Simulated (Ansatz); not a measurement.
Relaxing a structure of Ru

The start is a randomly generated symmetric cell of Ru (space group No. 65). Cell shape, volume and atoms are optimised at zero target pressure with PBEsol (plane waves to 420 eV, PAW, scalar-relativistic; Ansatz, an electronic-structure program). The first steps use a coarse 13×13×8 k-mesh.

Input geometry:
```yaml
crystal:
  lattice:
    - [1.56065, -2.14994, 0.00000]
    - [1.56065, 2.14994, 0.00000]
    - [0.00000, 0.00000, 4.14394]
  atoms:
    - { symbol: Ru, position: [0.50000, 0.50000, 0.23973] }
    - { symbol: Ru, position: [0.50000, 0.50000, 0.76027] }
```

- Outcome: The space group goes from Cmmm (No. 65) to P6/mmm (No. 191), with 2 atoms in the primitive cell
- Energy released: about 1.1 eV/atom
- Volume change: +7.8 %, from 13.90 to 14.99 Å³/atom
- Band gap at the end: no gap (metallic)
- Optimiser moves: 32

Relaxed structure:

```cif
data_Ru2
_chemical_formula_sum 'Ru2'
_space_group_name_H-M_alt 'P6/mmm'
_space_group_IT_number 191
_space_group_name_Hall '-P 6 2'
_cell_length_a 2.61759
_cell_length_b 2.61759
_cell_length_c 5.05217
_cell_angle_alpha 90.000
_cell_angle_beta 90.000
_cell_angle_gamma 120.000
loop_
_atom_site_label
_atom_site_type_symbol
_atom_site_symmetry_multiplicity
_atom_site_Wyckoff_symbol
_atom_site_fract_x
_atom_site_fract_y
_atom_site_fract_z
_atom_site_occupancy
Ru1 Ru 2 e 0.00000 0.00000 0.22399 1
```

Final values are on a 20×20×9 k-mesh of the relaxed cell. The start holds a very short contact (Ru–Ru 1.99 Å). No spin polarisation in the result.

The run could not lower the symmetry of its start; a shaken copy of this end point relaxes with PBEsol to R-3m (No. 166), 0.83 eV/atom lower.

The relaxed structure here is a generated cell of Ru: the first start was made by a random draw of sites in a space group, and the end was not matched to a known phase here, so it may be hypothetical. Known forms of Ru include space group No. 194.
